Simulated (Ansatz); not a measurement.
## Si3N4 — ¹⁴N nuclear quadrupole resonance

Cell: an entry of the Crystallography Open Database (COD; perhaps a calculated or model structure).

```cif
data_Si3N4
_symmetry_space_group_name_H-M 'P6_3/m'
_symmetry_Int_Tables_number 176
_cell_length_a 7.6015
_cell_length_b 7.6015
_cell_length_c 2.9061
_cell_angle_alpha 90.000
_cell_angle_beta 90.000
_cell_angle_gamma 120.000
loop_
_atom_site_label
_atom_site_type_symbol
_atom_site_symmetry_multiplicity
_atom_site_Wyckoff_symbol
_atom_site_fract_x
_atom_site_fract_y
_atom_site_fract_z
Si Si 6 h 0.7685 0.1746 0.2500
N7 N 6 h 0.0305 0.3303 0.2500
N13 N 2 d 0.6667 0.3333 0.2500
```

One atom of each set is listed.

All values are calculated (Ansatz; DFT, PBE, plane waves and PAW, scalar-relativistic, 420 eV cutoff, Γ-centred 4×4×10 k-points, Fermi–Dirac smearing 0.02 eV), not measured.

¹⁴N: I = 1, Q = 20.44 mb (year-2017 value). Static lattice, zero field.

**Question.** At which frequencies do the ¹⁴N NQR lines lie?

**Answer.** For I = 1 the lines are ν± = (3/4)|C_Q|(1 ± η/3) and ν₀ = |C_Q|η/2.

```json
{"site": "N7", "atoms": "6", "V_zz (10²¹ V/m²)": "-4.93", "C_Q (MHz)": "-2.44", "η": "0.07", "line frequencies (MHz)": "0.0881, 1.78, 1.87"}
{"site": "N13", "atoms": "2", "V_zz (10²¹ V/m²)": "-4.89", "C_Q (MHz)": "-2.42", "η": "0.00", "line frequencies (MHz)": "1.81"}
```

An axis of threefold or higher order runs through N13, so V_zz lies along it and η is zero. At N7 V_zz stands upright on the plane through its three neighbours (within 3°).

At this cell the PBE pressure is 6 GPa, so with PBE the cell would grow if it were relaxed.
